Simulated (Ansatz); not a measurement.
Polymorphs of SiC, each relaxed with plane-wave PAW HSE06 (Ansatz code):

A: zinc blende (F-43m)
a = b = c = 4.3491 Å, α = β = γ = 90.00°

| atom | site | symmetry | x | y | z |
|---|---|---|---|---|---|
| C | 4c | -43m | 0.2500 | 0.2500 | 0.2500 |
| Si | 4a | -43m | 0.0000 | 0.0000 | 0.0000 |

B: P6_222
a = b = 3.059 Å, c = 7.017 Å, α = β = 90.00°, γ = 120.00°

| atom | site | symmetry | x | y | z |
|---|---|---|---|---|---|
| Si | 3d | 222 | 0.5000 | 0.0000 | 0.5000 |
| C | 3c | 222 | 0.5000 | 0.0000 | 0.0000 |

Rank these by energy per atom at 0 K (lowest first), as HSE06 gives it.

A (+0 meV/atom), B (+604 meV/atom)

Give each one's gap.

A 2.22 eV; B 1.63 eV.

Constructed cells (a structure type filled with these elements, in neither database checked): B. Not the usual ambient phase: B. All cells were relaxed under the symmetry of their starts (and spin orders); stability against distortions was not tested throughout.

Potentials: the later of the program's two PAW sets.
